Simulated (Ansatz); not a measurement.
The relaxation started from an entry of Materials Project.

One stationary structure of Cs2KTlF6. All values below come from r2SCAN (plane waves to 500 eV, PAW, scalar-relativistic; Ansatz, a program for electronic structure).

```cif
data_Cs2F6KTl
_chemical_formula_sum 'K1 Cs2 Tl1 F6'
_space_group_name_H-M_alt 'P 1'
_space_group_IT_number 1
_cell_length_a 6.64215
_cell_length_b 6.64215
_cell_length_c 6.64215
_cell_angle_alpha 60.000
_cell_angle_beta 60.000
_cell_angle_gamma 60.000
loop_
_space_group_symop_operation_xyz
  'x, y, z'
loop_
_atom_site_label
_atom_site_type_symbol
_atom_site_fract_x
_atom_site_fract_y
_atom_site_fract_z
_atom_site_occupancy
K1 K 0.50000 0.50000 0.50000 1
Cs1 Cs 0.25000 0.25000 0.25000 1
Cs2 Cs 0.75000 0.75000 0.75000 1
Tl1 Tl 0.00000 0.00000 0.00000 1
F1 F 0.23074 0.76926 0.76926 1
F2 F 0.76926 0.23074 0.23074 1
F3 F 0.76926 0.23074 0.76926 1
F4 F 0.23074 0.76926 0.23074 1
F5 F 0.76926 0.76926 0.23074 1
F6 F 0.23074 0.23074 0.76926 1
```

**Question.** Find the space group and the Wyckoff positions (tolerance 0.01 Å).

**Answer.** Space group Fm-3m (No. 225); a = b = c = 9.3934 Å, α = β = γ = 90.00°

```
atom  site  symmetry       x       y       z
----  ----  --------  ------  ------  ------
K       4b      m-3m  0.5000  0.5000  0.5000
Cs      8c      -43m  0.2500  0.2500  0.2500
Tl      4a      m-3m  0.0000  0.0000  0.0000
F      24e      4m.m  0.0000  0.0000  0.2307
```

**Question.** Give the shortest distances between elements (the closest pairs, up to four, under 3.6 Å).

**Answer.** F–Tl 2.17 Å; F–K 2.53 Å; F–F 3.07 Å; Cs–F 3.33 Å.

| Property | Result |
|---|---|
| Volume per atom | 20.72 Å³ |
| Band gap | 4.59 eV, indirect (valence top at L, conduction bottom at Γ) (no spin-orbit coupling) |
| Smallest direct gap | 4.80 eV at Γ |

No spin polarisation in the result.

The run could not lose the symmetry of its start.
